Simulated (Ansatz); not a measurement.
LiH (rock salt)

```
CELL_PARAMETERS angstrom
      0.00000     4.00712     4.00712
      2.00356     2.00356     4.00712
      2.00356     2.00356     0.00000
ATOMIC_POSITIONS crystal
  H  0.00000 0.00000 0.00000
  H  0.50000 0.00000 0.00000
  Li 0.00000 0.50000 0.50000
  Li 0.50000 0.50000 0.50000
```

The atoms are displaced by Q × the pattern below (from a DFPT mode at X = (0.5, 0.5, 0.0), largest move 1; Q in Å), at fixed cell. It is one choice among 2 degenerate patterns. (q is in reciprocal vectors of the primitive cell; the cell shown is doubled to hold the pattern.)

| atom | x | y | z |
|---|---|---|---|
| H1 | 0.000 | -0.183 | 0.000 |
| H2 | 0.000 | 0.183 | 0.000 |
| Li3 | 0.000 | 1.000 | 0.000 |
| Li4 | 0.000 | -1.000 | 0.000 |

Calculation: PBE (plane waves to 420 eV, PAW, scalar-relativistic; Ansatz, a quantum-chemistry and plane-wave program). k mesh 14×14×14 (Γ-centred), Fermi-Dirac smearing 0.05 eV. E stands for the smeared free energy. LiH was relaxed with its symmetry unable to fall. ΔE is measured from the undisplaced structure.

```csv
Q (Å),ΔE (meV/cell)
-0.2800,withheld
-0.2333,145.3
-0.1867,91.2
-0.1400,50.5
-0.0933,22.2
-0.0467,5.5
0.0000,0.0
0.0467,5.5
0.0933,22.2
0.1400,50.5
0.1867,91.2
0.2333,145.3
0.2800,withheld
```

Task: Fit an even polynomial form (powers 2, 4) to the given rows and predict ΔE at Q = 0.2800.

Result: Least squares on the 11 given rows: ΔE = (2524)·Q² + (2677)·Q⁴, in meV/cell with Q in Å; root-mean-square residual 0.02 meV/cell. At 0.2800 the fit gives 214.3 meV/cell; the calculation gives 214.1 meV/cell, so the extrapolation is off by 0.2 (+0.1 %). The quadratic term alone would give 197.9 meV/cell.

(For displaced atoms, the force is minus the slope of the energy, and its curvature is a force constant, which sets phonon frequencies.)
